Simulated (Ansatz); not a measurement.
A 3-atom cell of PtS2 started from a crystallographic database, relaxed with r2SCAN+rVV10, was run in Ansatz 0.2.0 under altered settings. All numbers are computed, without spin polarisation but where a row says otherwise.

```xyz
3
Lattice="3.5526 0.0000 0.0000 -1.7763 3.0767 0.0000 0.0000 0.0000 5.1228" Properties=species:S:1:pos:R:3 pbc="T T T"
Pt    0.0000    0.0000    0.0000
S     0.0000    2.0511    1.2257
S     1.7763    1.0256    3.8972
```

The base run's other keys:
```yaml
kpoints:
  mp_grid: { grid: [6, 6, 4] }
hamiltonian:
  xc: r2scan
scf:
  occupations: { method: fixed }
  n_extra_bands: 4
```

It takes 6 iterations with 1459 plane waves at 500 eV and 24 k points, and leaves a mean stress of +1.32 GPa. The gap over this mesh is 0.989 eV. It ran on 4 threads of Intel(R) Xeon(R) 6975P-C (Granite Rapids), on a shared host.

Outcomes, with energy and stress as changes against the base:

| setting | outcome | ΔF (meV/atom) | Δ mean stress (GPa) | gap on the mesh (eV) | iterations | wall time |
| --- | --- | --- | --- | --- | --- | --- |
| basis.ecutwfc: 600 | converged | -0.8 | 0.00 | 0.989 | 6 | 1.1 s |
| scf.occupations: fermi_dirac 0.001 | converged | 0.0 | 0.00 | 0.989 | 6 | 0.88 s |
| hamiltonian.xc: lda (cutoff then 420 eV) | converged | – | -5.32 | 0.730 | 7 | 0.47 s |
| hamiltonian.dispersion: d3bj | converged, warned | -196 | -1.73 | 0.989 | 6 | 0.8 s |
| scf.occupations: cold 0.001 | converged | 0.0 | 0.00 | 0.989 | 6 | 1 s |
| scf.mixing.ndim: 1 | converged | 0.0 | 0.00 | 0.989 | 19 | 1.5 s |
| scf.mixing.ndim: 30 | converged | 0.0 | 0.00 | 0.989 | 7 | 1.1 s |
| scf.occupations: methfessel_paxton 0.5 | converged | +3.9 | -0.04 | 0.989 | 6 | 0.96 s |
| scf.occupations: gaussian 0.05 | converged | 0.0 | 0.00 | 0.989 | 6 | 0.93 s |
| basis.ecutwfc: 350 | converged, warned | +6.0 | +0.04 | 0.988 | 6 | 0.68 s |
| basis.xc_grid: 3 | converged | 0.0 | 0.00 | 0.989 | 6 | 0.94 s |
| hamiltonian.pseudopotentials: nc (cutoff then 1143 eV) | converged | – | +0.05 | 0.996 | 8 | 2.7 s |
| basis.ecutwfc: 300 | converged, warned | +68 | +0.36 | 0.985 | 6 | 0.68 s |
| scf.occupations: methfessel_paxton 1.5 | converged | +79 | -1.13 | – | 6 | 1.4 s |
| scf.occupations: gaussian 1.5 | converged | -123 | +2.37 | – | 7 | 1.2 s |

A dash marks a value that wasn't obtained or can't be compared. Stress is positive in compression. The base took 0.89 s.

- hamiltonian.xc: lda. The cutoff follows the functional, from 500 to 420 eV. The mean stress moves by -5.32 GPa and the gap on the mesh by -0.259 eV (to 0.730). It's another functional on the same cell, so totals aren't comparable.
- hamiltonian.dispersion: d3bj. The free energy moves by -196 meV an atom, the mean stress by -1.73 GPa and the gap on the mesh by 0.000 eV (to 0.989). A pairwise correction adds to energy, forces and stress after the SCF and leaves the bands alone. Warned: dispersion damping borrowed.
- basis.ecutwfc: 350. 867 plane waves in place of 1459. The free energy moves by +6.0 meV an atom, the mean stress by +0.04 GPa and the gap on the mesh by 0.000 eV (to 0.988). The basis is too small: these are errors of the cutoff. Warned: cutoff below recommended.
- basis.ecutwfc: 300. 651 plane waves in place of 1459. The free energy moves by +68 meV an atom, the mean stress by +0.36 GPa and the gap on the mesh by -0.004 eV (to 0.985). The basis is too small: these are errors of the cutoff. Warned: cutoff below recommended.
- scf.occupations: methfessel_paxton 1.5. The free energy moves by +79 meV an atom, the mean stress by -1.13 GPa and the gap on the mesh by +0.025 eV (to 1.013). The term −TS is +176 meV an atom, of a sign that arises since this scheme's broadening is partly negative. A width of 1.5 eV moves electrons across a gap of 0.99 eV: this is no longer the ground state.
- scf.occupations: gaussian 1.5. The free energy moves by -123 meV an atom, the mean stress by +2.37 GPa and the gap on the mesh by +0.054 eV (to 1.043). The term −TS is -405 meV an atom. A width of 1.5 eV moves electrons across a gap of 0.99 eV: this is no longer the ground state.

Within 1 meV an atom, 0.1 GPa and 0.005 eV of the base stay: basis.ecutwfc: 600; scf.occupations: fermi_dirac 0.001; scf.occupations: cold 0.001; scf.mixing.ndim: 1; scf.mixing.ndim: 30; scf.occupations: gaussian 0.05; basis.xc_grid: 3.

No spin-orbit coupling is included; it can move band edges with weight on the heavy atoms by tenths of an eV.
